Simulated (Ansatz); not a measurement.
# AuCu3-type ZrAg3

Level of theory: DFT, PBE, scalar-relativistic, no spin polarisation; plane waves to 420 eV with PAW datasets (Ansatz 0.2.0), 8×8×8 k-mesh, Gaussian smearing of 0.05 eV; PAW files: Ansatz's generated set soft_2.

```
Zr Ag
1.0
     4.27264    0.00000    0.00000
     0.00000    4.27264    0.00000
     0.00000    0.00000    4.27264
Zr Ag
1 3
Direct
  0.00000 0.00000 0.00000
  0.00000 0.50000 0.50000
  0.50000 0.50000 0.00000
  0.50000 0.00000 0.50000
```

The start was a prototype's sites filled with these elements, not a measured cell.

The cell above was scaled in volume, its shape and atoms being fixed by the lattice's symmetry. Energies are counted from the cell above.

```csv
V (Å³/atom),ΔE (meV/atom),P from the stress (GPa)
18.427,19.89,6.14
18.720,10.31,4.27
19.110,2.57,2.02
19.500,0.00,0.02
19.890,2.03,-1.75
20.280,8.14,-3.31
20.865,23.93,-5.33
21.450,46.47,-6.99
```

Task: Do the energies and the pressures agree? Compare −ΔE/ΔV between neighbouring points (1 meV/Å³ = 0.1602 GPa) with the mean of their pressures.

Result: 
| interval (Å³/atom) | −ΔE/ΔV (GPa) | mean P (GPa) |
| --- | --- | --- |
| 18.43 to 18.72 | 5.2 | 5.2 |
| 18.72 to 19.11 | 3.2 | 3.1 |
| 19.11 to 19.50 | 1.1 | 1.0 |
| 19.50 to 19.89 | -0.8 | -0.9 |
| 19.89 to 20.28 | -2.5 | -2.5 |
| 20.28 to 20.86 | -4.3 | -4.3 |
| 20.86 to 21.45 | -6.2 | -6.2 |
They differ by 0.04 GPa at most.

Task: What do the two routes give for V0, B0 and B0′?

Result: A third-order Birch–Murnaghan fit of the energies: V0 = 19.51 Å³/atom, B0 = 94 GPa, B0′ = 5.0. A polynomial of P in ln V, with B = −dP/d ln V at P = 0: V0 = 19.50 Å³/atom, B0 = 94 GPa, B0′ = 5.0.

B0·V0 = 93.8 GPa × 19.51 Å³ = 11.43 eV/atom sets the scale: near the minimum ΔE ≈ ½ B0 V0 x², with x = V/V0 − 1, and a pressure of 0.9 GPa squeezes the volume by about 1 %. At the ends of the curve: x = −5.6 % predicts 17.7 meV/atom and the run gives 19.9; x = +9.9 % predicts 56.2 meV/atom and the run gives 46.5. The curve is steeper than the parabola on the compressed side and flatter on the expanded side: the bulk modulus rises with pressure. The run is a metal.
